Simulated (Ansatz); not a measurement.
Si$_{2}$Ru in space group Fddd (No. 70; Si on 16f, Ru on 8a) under volume change, PBE (plane waves, PAW; program Ansatz), shape and atoms relaxed at each volume.

```tsv
V (Å³/atom)	E − E(relaxed) (meV/atom)	P (GPa)
12.048	75.9	22.35
12.445	31.7	13.58
12.842	7.4	6.20
13.239	0.0	0.00
13.636	6.6	-5.19
14.034	25.1	-9.53
14.431	53.3	-13.13
```

### Question
What does a third-order Birch–Murnaghan fit give for V₀, B₀ and B′?

### Answer
V₀ = 13.24 Å³/atom, B₀ = 188 GPa, B′ = 4.9.

The cell is a constructed one: a structure type filled with these elements; neither database checked (COD, Materials Project) lists it. Whether it is the stable phase at ambient conditions was not checked. Symmetry was held in the PBE relaxation; its stability against distortions is not shown here. No spin polarisation was allowed.

Potentials: the later of the program's two PAW sets.
